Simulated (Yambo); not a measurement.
```
CdS
1.0
    0.00000     2.94295     2.94295
    2.94295     0.00000     2.94295
    2.94295     2.94295     0.00000
S Cd
1 1
Direct
  0.75000   0.75000   0.75000
  0.00000   0.00000   0.00000
```

CdS (zinc blende, space group F-43m, No. 216): mean Im ε in 1 eV windows above the direct gap of 2.11 eV, for different electron-hole kernels (Yambo, broadening 0.15 eV, norm-conserving PBE (Quantum ESPRESSO, 102 Ry, without SOC) bands; 8×8×8 mesh, 3 valence and 4 conduction bands, static screening with 30 bands and a 4 Ry block, scissor 1.02 eV, Tamm-Dancoff; field along x).

| window (eV) | independent quasiparticles | RPA (no attraction) | BSE |
|---|---|---|---|
| 2.1 to 3.1 | 1.4 | 1.4 | 2.8 |
| 3.1 to 4.1 | 2.1 | 2.0 | 4.6 |
| 4.1 to 5.1 | 3.9 | 3.6 | 6.3 |
| 5.1 to 6.1 | 4.6 | 4.2 | 4.9 |
| 6.1 to 7.1 | 6.7 | 5.2 | 5.4 |
| 7.1 to 8.1 | 7.4 | 4.9 | 4.7 |

This run doesn't resolve bound excitons or single peaks, so only averages are given, and they too depend on the mesh; weight that the attraction moves below the gap isn't listed. All transitions below 9.29 eV are in the band window. The scissor comes from a G0W0 run whose convergence isn't established.

Spin-orbit splittings are left out.

Geometry of the Materials Project entry, not relaxed at this level.
